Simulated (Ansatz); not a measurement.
Data:

TaC:
```cif
data_C4Ta4
_chemical_formula_sum 'C4 Ta4'
_space_group_name_H-M_alt 'Fm-3m'
_space_group_IT_number 225
_space_group_name_Hall '-F 4 2 3'
_cell_length_a 4.41371
_cell_length_b 4.41371
_cell_length_c 4.41371
_cell_angle_alpha 90.000
_cell_angle_beta 90.000
_cell_angle_gamma 90.000
loop_
_atom_site_label
_atom_site_type_symbol
_atom_site_symmetry_multiplicity
_atom_site_Wyckoff_symbol
_atom_site_fract_x
_atom_site_fract_y
_atom_site_fract_z
_atom_site_occupancy
C1 C 4 a 0.00000 0.00000 0.00000 1
Ta1 Ta 4 b 0.50000 0.50000 0.50000 1
```
(The calculation used a cell of 2 atoms; values per cell refer to that cell.)

This is the LDA-relaxed structure.

Task: All from the program Ansatz at the LDA level (PAW), unless another level is named. Estimate the electronic character.

Result: metallic (no gap).

Task: Give the density of states at the Fermi level.

Result: 0.30 states/eV per atom (mean over ±0.08 eV).

Task: Predict the formation energy from the elements (no fitted shifts).

Result: -685 meV/atom.

The cell was relaxed with LDA under the symmetry of its start; of distortions, only those at the zone centre were tested. The run is not spin-polarised. The references are the lowest solids computed at this level, not always the standard phases. Spin–orbit coupling is left out wherever it is not named.

Potentials: the later of the program's two PAW sets.
